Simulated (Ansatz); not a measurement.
**Structure relaxation, Pt**

The start is a generated cell, Pt placed in the fcc structure type. Cell shape, volume and atoms are optimised at zero target pressure with PBE (plane waves to 420 eV, PAW, scalar-relativistic; Ansatz, a program for electronic structure). First-step values are on the input's coarse k-mesh.

Ansatz input (later rounds restart from its end on a renewed k-mesh):
Ansatz 0.2 input:
```yaml
crystal:
  lattice:
    - [0, 1.96, 1.96]
    - [1.96, 0, 1.96]
    - [1.96, 1.96, 0]
  atoms:
    - { symbol: Pt, position: [0, 0, 0] }
basis: { ecutwfc: 420, ecutrho_ratio: 4, xc_grid: 2, fft_grid_basis: typed }
kpoints: { mp_grid: { grid: [14, 14, 14] } }
hamiltonian:
  xc: pbe
  dispersion: none
  pseudopotentials: { kind: paw }
scf: { occupations: { method: fermi_dirac, width: 0.05 } }
relax: { f_tol: 0.01, max_steps: 100, cell: { stress_tol: 0.02 } }
output: { forces: true, stress: true }
```

Q: What pressure does the first self-consistent step give?

A: +10.4 GPa (positive: the cell is compressed).

Q: How much energy is released per atom?

A: 0.02 eV/atom.

Q: How does the volume per atom move from start to end?

A: +3.9 %, from 15.06 to 15.65 Å³/atom.

Q: How do the shortest distances between atoms change?

A: The closest pairs of elements (up to four, under 3.6 Å), start → end: Pt–Pt 2.77 → 2.81 Å.

Q: What band gap does the relaxed structure have at this level?

A: Zero (metallic).

The space group stays Fm-3m (No. 225) (the run could not lower it); the end is fcc (Cu type), with 1 atom in the primitive cell. Final values are on a 20×20×20 k-mesh of the relaxed cell. No spin polarisation in the result.

The run could not lose the symmetry of its start.
